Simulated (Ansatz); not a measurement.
Given:

AlB2W2:
```cif
data_AlB2W2
_chemical_formula_sum 'Al1 W2 B2'
_space_group_name_H-M_alt 'P 1'
_space_group_IT_number 1
_cell_length_a 5.95517
_cell_length_b 5.95517
_cell_length_c 3.11431
_cell_angle_alpha 90.000
_cell_angle_beta 90.000
_cell_angle_gamma 150.116
loop_
_space_group_symop_operation_xyz
  'x, y, z'
loop_
_atom_site_label
_atom_site_type_symbol
_atom_site_fract_x
_atom_site_fract_y
_atom_site_fract_z
_atom_site_occupancy
Al1 Al 0.00000 0.00000 0.00000 1
W1 W 0.35651 0.64349 0.50000 1
W2 W 0.64349 0.35651 0.50000 1
B1 B 0.20560 0.79440 0.00000 1
B2 B 0.79440 0.20560 0.00000 1
```

This is the PBEsol-relaxed structure.

**Question.** All from the program Ansatz at the PBEsol level (PAW), unless another level is named. Predict the electronic character.

**Answer.** metallic (no gap).

**Question.** Give the density of states at the Fermi level.

**Answer.** 0.34 states/eV per atom (mean over ±0.08 eV).

**Question.** What about the formation energy from the elements (no fitted shifts)?

**Answer.** -0.32 eV/atom.

Space group Cmmm. The start of the workflow was typed in or built on a structure type; neither database checked (COD, Materials Project) lists it. Its standing as an ambient phase is unchecked. The cell was relaxed with PBEsol under the symmetry of its start; its stability against distortions is not shown here. The run is not spin-polarised. The references are the lowest solids computed at this level, not always the standard phases. Scalar-relativistic: spin–orbit coupling is off unless named, which matters more the heavier the elements.

Potentials: the later of the program's two PAW sets.
